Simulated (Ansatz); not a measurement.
Space group P6_3/mmc (No. 194). a = 5.333 Å, b = 5.333 Å, c = 6.393 Å, α = 90.00°, β = 90.00°, γ = 120.00°
```csv
atom,site,symmetry,x,y,z
In,2d,-6m2,0.6667,0.3333,0.2500
In,2a,-3m.,0.0000,0.0000,0.5000
Sb,2c,-6m2,0.6667,0.3333,0.7500
```

Equation of state of this In2Sb structure (not necessarily the ground state), with shape and atoms relaxed at each volume where symmetry leaves them free. It has no gap at any of these volumes. Level of theory: Ansatz, DFT PBEsol, scalar-relativistic, plane waves, PAW.

Plane waves to 420 eV, a k mesh through Γ of 12×12×6 on the computed 6-atom cell and Gaussian smearing (0.10 eV); no spin polarisation.

| V (Å³/atom) | E − E(largest V) (meV/atom) | P (GPa) |
| --- | --- | --- |
| 23.097 | 40.13 | 8.60 |
| 23.884 | 5.14 | 5.79 |
| 24.672 | -17.28 | 3.46 |
| 25.459 | -29.30 | 1.55 |
| 26.246 | -32.85 | -0.02 |
| 27.034 | -29.40 | -1.34 |
| 27.821 | -20.02 | -2.44 |
| 28.871 | 0.00 | -3.62 |

Question: Fit a third-order Birch–Murnaghan equation to E(V).

Answer: V0 = 26.22 Å³/atom, B0 = 48 GPa, B0' = 5.3.

Spin-orbit coupling is left out, which matters for the bands of heavy elements.